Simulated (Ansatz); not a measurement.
W₃N (A15 (Cr3Si type), Pm-3n) at seven volumes, r²SCAN in the plane-wave PAW code Ansatz, scaled uniformly. One row is withheld.

| V (Å³/atom) | P (GPa) |
|---|---|
| 12.600 | 30.18 |
| 13.015 | 18.54 |
| 13.430 | 8.55 |
| 13.846 | 0.00 |
| 14.261 | -7.27 |
| 14.677 | -13.48 |
| 15.092 | ? |

Task: Fit the shown pressures and predict the withheld one.

Result: P = (3/2)B₀(x^(7/2) − x^(5/2))[1 + (3/4)(B′ − 4)(x − 1)] with x = (V₀/V)^(2/3). Least squares on the six rows gives V₀ = 13.847 Å³/atom, B₀ = 262 GPa, B′ = 4.22. At V = 15.092, x = 0.9442 and P = -18.82 GPa. The run itself gave -18.83 GPa.

The start of the workflow was typed in or built on a structure type; neither database checked (COD, Materials Project) lists it. Its standing as an ambient phase is unchecked. Symmetry was held in the r²SCAN relaxation. At this level the phase is mechanically unstable. The workflow began spin-polarised and lost its moments. Its formation energy is positive at this level, so the cell may be metastable or incomplete. Spin–orbit coupling is left out wherever it is not named.

Potentials: the earlier of the program's two PAW sets.
